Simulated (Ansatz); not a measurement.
Suppose K3Ag2 takes space group Pm-3m (No. 221), with K on 3c; Ag on 1a and 1b.

The calculation used Ansatz 0.2.0, DFT PBE, scalar-relativistic, plane waves, PAW. Cutoff 420 eV, Γ-centred mesh, Gaussian smearing, no spin polarisation.

Energies over the elements count from the elements' standard structures at the same level, with no fitted energy shifts.

Problem. Give the relaxed lattice parameters and positions.

Solution.

Space group Pm-3m (No. 221). a = 6.422 Å, b = 6.422 Å, c = 6.422 Å, α = 90.00°, β = 90.00°, γ = 90.00°
```tsv
atom	site	symmetry	x	y	z
K	3c	4/mm.m	0.0000	0.5000	0.5000
Ag	1a	m-3m	0.0000	0.0000	0.0000
Ag	1b	m-3m	0.5000	0.5000	0.5000
```

K is surrounded by 2 Ag at 3.21 Å, 4 Ag at 4.54 Å and 8 K at 4.54 Å; around Ag on its first site lie 12 K at 4.54 Å; Ag on its second site is surrounded by 6 K at 3.21 Å.

Problem. Where does its energy lie, and is it a metal?

Solution. The energy over the elements is +0.22 eV/atom and the gap on the 6×6×6 mesh of the 5-atom cell is 0 eV (a metal). A positive value: parting into the elements would lower its energy.

The last run used Gaussian smearing of 0.10 eV. Symmetry constrained the relaxation, so the result can be a saddle point.
